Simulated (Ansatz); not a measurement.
SrCu₂Ge₂ in space group I4/mmm (No. 139; Sr on 2a, Cu on 4d, Ge on 4e), r²SCAN (plane waves, PAW; program Ansatz), all energies at zero smearing, with the estimated change up to a 700 eV cutoff added, with one set of potentials and settings (totals compare only within such a set). Cell of 5 atoms (1 Sr, 2 Cu, 2 Ge): -25425.430 eV.

```csv
element,reference phase,E (eV/atom)
Sr,"P6_3/mmc, 2 atoms in the cell",-3555.1144
Cu,"Fm-3m, 1 atoms in the cell",-6631.2396
Ge,"Fd-3m, 2 atoms in the cell",-4302.9041
```

Formation energy per atom, worked out: (-25425.430 − 1×(-3555.1144) − 2×(-6631.2396) − 2×(-4302.9041))/5 = -0.406 eV/atom (-39 kJ per mol of atoms), at 0 K, without zero-point energy or fitted corrections.

The workflow started from a Materials Project entry (that database holds measured and hypothetical structures alike); the Crystallography Open Database copy checked does not list it. Its standing as an ambient phase is unchecked. The cell was relaxed with r²SCAN under the symmetry of its start; its stability against distortions is not shown here. No spin polarisation was allowed. The references are the lowest solids computed at this level, not always the standard phases.

Potentials: the later of the program's two PAW sets.
